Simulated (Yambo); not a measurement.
Yambo run on a free-standing PtS₂ bilayer (symmetry P-3m1, slab cell 25.1 Å high). The wavefunctions come from this Quantum ESPRESSO step (PBE, PseudoDojo standard norm-conserving files, scalar-relativistic):

```
&CONTROL
  calculation = 'nscf'
  pseudo_dir = './pseudo'
  outdir = './out'
/
&SYSTEM
  ibrav = 0
  nat = 6
  ntyp = 2
  ecutwfc = 84.0
  ecutrho = 336.0
  occupations = 'fixed'
  force_symmorphic = .true.
  nbnd = 192
  assume_isolated = '2D'
/
&ELECTRONS
  conv_thr = 6.000000000000001e-09
  diago_full_acc = .true.
  diago_thr_init = 1e-08
/
ATOMIC_SPECIES
S 32.0600 S.upf
Pt 195.0840 Pt.upf
CELL_PARAMETERS angstrom
  3.559417946967   0.000000000000   0.000000000000
 -1.779708973483   3.082546364759   0.000000000000
  0.000000000000   0.000000000000  25.100000000000
ATOMIC_POSITIONS crystal
S   0.666666667000   0.333333333000  -0.143934764100
S   0.333333333667   0.666666666333  -0.046368006400
S   0.666666667000   0.333333333000   0.046368006400
S   0.333333333667   0.666666666333   0.143934764100
Pt   0.000000000333   0.000000000000  -0.094521996800
Pt   0.000000000333   0.000000000000   0.094521996800
K_POINTS automatic
6 6 1 0 0 0
```

Yambo input:

```
rim_cut
gw0
dyson
el_el_corr
HF_and_locXC
ppa
em1d
rim_w
RandQpts= 1000000
RandGvec= 2 Ry
CUTGeo= "slab z"
EXXRLvcs= 84 Ry
VXCRLvcs= 336 Ry
Chimod= "HARTREE"
% BndsRnXp
 9 | 191 |
%
NGsBlkXp= 6 Ry
% LongDrXp
 1.0 | 1.0 | 0.0 |
%
RandGvecW= 1000 mRy
PPAPntXp= 27.2114 eV
% GbndRnge
 1 | 191 |
%
GTermKind= "BG"
DysSolver= "n"
ExtendOut
% QPkrange
 1 | 1 | 30 | 31 |
 2 | 2 | 30 | 31 |
 4 | 4 | 30 | 31 |
 7 | 7 | 30 | 31 |
%
```

k points by index: 1 = Γ, 2 = (0, 0.167), 4 = M, 7 = K.

Resulting energies as the program prints them:

```
#    K-point    Band    Eo [eV]    E [eV]    E-Eo [eV]    Vxc [eV]    Vnlxc [eV]    Sc|Eo [eV]    Sc|E [eV]    dSc/dw|Eo [eV]    Re(Z)    Im(Z)
#
    1    30    -0.086299    -0.262528    -0.176229    -14.01261    -15.43618    1.180980    1.247340    -10.23112    0.726733    -0.003660
    1    31    2.239634    2.847853    0.608218    -16.65158    -13.13955    -2.673654    -2.903818    -10.29269    0.725545    -0.003125
    2    30    0.000000    -0.113364    -0.113364    -15.54465    -17.21156    1.511348    1.553542    -10.10307    0.729226    -0.003713
    2    31    1.470666    2.029651    0.558985    -16.34589    -13.11039    -2.471125    -2.676513    -9.992816    0.731390    -0.003492
    4    30    -1.440825    -1.712078    -0.271253    -13.65532    -16.00254    1.972133    2.075974    -10.40408    0.723390    -0.003773
    4    31    1.846700    2.507504    0.660804    -17.41230    -13.44799    -3.054530    -3.303502    -10.24723    0.726423    -0.003377
    7    30    -1.291204    -1.393346    -0.102142    -17.54306    -20.95872    3.274606    3.313511    -10.32852    0.724849    -0.003448
    7    31    1.136844    1.773164    0.636320    -16.83788    -13.21046    -2.756358    -2.991099    -10.03256    0.730605    -0.003879
```
(The two width columns are left out.) Convergence of these settings isn't established.

Spin-orbit coupling is not included.

Geometry relaxed with PBE+D3(BJ).
